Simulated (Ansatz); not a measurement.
Polymorphs of SiGe, each relaxed with plane-wave PAW r²SCAN (Ansatz code):

A: P-6m2
a = b = 3.6147 Å, c = 3.1938 Å, α = β = 90.00°, γ = 120.00°

```json
[
 {"atom": "Ge", "site": "1a", "symmetry": "-6m2", "x": "0.0000", "y": "0.0000", "z": "0.0000"},
 {"atom": "Si", "site": "1f", "symmetry": "-6m2", "x": "0.6667", "y": "0.3333", "z": "0.5000"}
]
```

B: R-3m
a = b = 2.8755 Å, c = 14.1538 Å, α = β = 90.00°, γ = 120.00°

| atom | site | symmetry | x | y | z |
|---|---|---|---|---|---|
| Ge | 3a | -3m | 0.0000 | 0.0000 | 0.0000 |
| Si | 3b | -3m | 0.0000 | 0.0000 | 0.5000 |

C: R-3m
a = b = 3.924 Å, c = 19.197 Å, α = β = 90.00°, γ = 120.00°

| atom | site | symmetry | x | y | z |
|---|---|---|---|---|---|
| Si | 6c | 3m | 0.0000 | 0.0000 | 0.0612 |
| Ge | 6c | 3m | 0.0000 | 0.0000 | 0.4360 |

Q: Order them by energy per atom at 0 K (lowest first) at the level r²SCAN.

A: C (+0 meV/atom), A (+552 meV/atom), B (+745 meV/atom)

Q: Give each one's gap.

A: A no gap; B no gap; C 0.65 eV.

Constructed cells (a structure type filled with these elements, in neither database checked): A. Typed or built starts, not in the databases checked: B; C. All cells were relaxed under the symmetry of their starts (and spin orders); stability against distortions was not tested throughout. Spin–orbit coupling is left out wherever it is not named.

Energies hold the estimated change up to a 700 eV cutoff; steps of a few meV lie near the error of the meshes.

Potentials: the earlier of the program's two PAW sets.
